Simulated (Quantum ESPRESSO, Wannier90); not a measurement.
**Zn2SeS (P-4m2): Wannier90 run**

```xyz
4
Lattice="3.9093 0.0000 0.0000 0.0000 3.9093 0.0000 0.0000 0.0000 5.5221" Properties=species:S:1:pos:R:3 pbc="T T T"
Zn     1.9546     0.0000    -1.3084
Zn     0.0000     1.9546     1.3084
Se     0.0000     0.0000     2.7611
S      1.9546     1.9546     0.0000
```

Materials Project entry mp-1215430; symmetrised, unrelaxed at this level. Not found in the COD (Crystallography Open Database) copy used; not checked further. Computed values, not measurements, from PBEsol: Quantum ESPRESSO (norm-conserving PseudoDojo potentials, cutoff 69 Ry, no spin polarisation, no spin-orbit coupling) on a Γ-centred 4×4×4 mesh, then Wannier90. Density: 8×8×6 mesh, cold smearing 0.01 Ry. Spin-orbit coupling, left out, would split the p-like bands by a few tenths of an eV.

Functional, cutoff and mesh named above are those of the base row (69); the first column says what each row takes instead. Model: 8 functions from bands 14-15,26-31, start SCDM (isolated) (the valence bands). Energies are relative to the valence-band maximum; the misfit is to pw.x on a path, for all bands of the set. Only the plane-wave cutoff changes (density cutoff four times as high). Ω_total can sit in another minimum from row to row; Ω_I of an isolated set cannot.

```csv
ecutwfc (Ry),Ω_I (Å²),Ω_total (Å²),rms misfit (meV),gap (eV),ΔE to highest cutoff (meV/atom),"plane waves a k-point, about (cost)",rough cost of nscf and overlaps (first row = 1)
35,15.33,16.08,40,0.620,72586.0,2000,1.0
43,15.39,16.14,29,1.336,23444.8,2700,1.2
52,16.34,17.13,29,1.470,4790.2,3600,1.5
69,17.11,17.93,29,1.491,63.5,5500,1.6
86,17.12,17.94,29,1.492,0.2,7700,3
108,17.12,17.94,29,1.492,0.0,11000,4
```
